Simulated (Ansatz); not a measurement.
BaTiO₃:
Space group P4mm (No. 99); a = b = 3.9719 Å, c = 4.1141 Å, α = β = γ = 90.00°

```
atom  site  symmetry       x       y       z
----  ----  --------  ------  ------  ------
Ti      1b       4mm  0.5000  0.5000  0.4524
Ba      1a       4mm  0.0000  0.0000  0.9343
O       1b       4mm  0.5000  0.5000  0.8951
O       2c      2mm.  0.0000  0.5000  0.4121
```

Relaxed with r²SCAN. The program Ansatz at the r²SCAN level (PAW) gives a gap of 2.23 eV.

Q: What gap does HSE06 give on the same cell (Ansatz, PAW)?

A: 3.31 eV, 1.08 eV more. The hybrid was solved on a coarser mesh and at special points; the gap given is the minimum over both.

Cost on shared cores: the r²SCAN run (SCF on a 7×7×7 mesh, then bands and DOS) around 70 core-seconds (rough), the HSE06 run (SCF on 4×4×4, then a few points) about 50 core-seconds (a rough figure); the tasks are unlike.

The cell was relaxed with r²SCAN under the symmetry of its start. No spin polarisation was allowed. Spin–orbit coupling is left out wherever it is not named.

Potentials: the later of the program's two PAW sets.
